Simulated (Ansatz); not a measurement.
KMgH3 (cubic perovskite, space group No. 221) at seven volumes, DFT-PBEsol in the program Ansatz with PAW potentials, scaled uniformly. One row is withheld.

```csv
V (Å³/atom),P (GPa)
11.443,4.10
11.820,?
12.197,1.18
12.575,0.01
12.952,-1.02
13.329,-1.91
13.706,-2.68
```

Q: Fit the shown pressures and predict the withheld one.

A: P = (3/2)B₀(x^(7/2) − x^(5/2))[1 + (3/4)(B′ − 4)(x − 1)] with x = (V₀/V)^(2/3). Least squares on the six rows gives V₀ = 12.576 Å³/atom, B₀ = 36.5 GPa, B′ = 3.67. At V = 11.820, x = 1.0422 and P = 2.54 GPa. The run itself gave 2.54 GPa.

Space group Pm-3m (cubic perovskite). The workflow started from a Materials Project entry (that database holds measured and hypothetical structures alike); the Crystallography Open Database files this formula in space group No. 221, but the cells were not matched. Its standing as an ambient phase is unchecked. The cell was relaxed with PBEsol under the symmetry of its start; its stability against distortions is not shown here.

Potentials: the later of the program's two PAW sets.
